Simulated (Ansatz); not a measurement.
Relaxed GaN (wurtzite):

```
GaN
1.0
    3.21838     0.00000     0.00000
   -1.60919     2.78720     0.00000
    0.00000     0.00000     5.24320
Ga N
2 2
Cartesian
  1.60919   0.92907   0.00505
  0.00000   1.85813   2.62665
  1.60919   0.92907   3.27300
  0.00000   1.85813   0.65140
```

Calculation: PBE (plane waves to 420 eV, PAW, scalar-relativistic; Ansatz, a program for electronic structure). k mesh 10×10×5 (Γ-centred), Fermi-Dirac smearing 0.05 eV. GaN was relaxed with its symmetry unable to fall.

One atom of the cell was then moved (with its periodic images), all else fixed, and the forces (eV/Å) came out as:

```json
[
 {"atom": "Ga1", "Fx": "0.025", "Fy": "0.041", "Fz": "-0.018"},
 {"atom": "Ga2", "Fx": "-0.898", "Fy": "-1.429", "Fz": "-0.309"},
 {"atom": "N3", "Fx": "0.739", "Fy": "1.267", "Fz": "0.272"},
 {"atom": "N4", "Fx": "0.133", "Fy": "0.121", "Fz": "0.055"}
]
```

Problem. Which atom was moved, and by which vector (Å)?

Solution. Ga2, by (0.11, 0.11, 0.00), 0.16 Å in all.

(For displaced atoms, the force is minus the slope of the energy, and its curvature is a force constant, which sets phonon frequencies.)
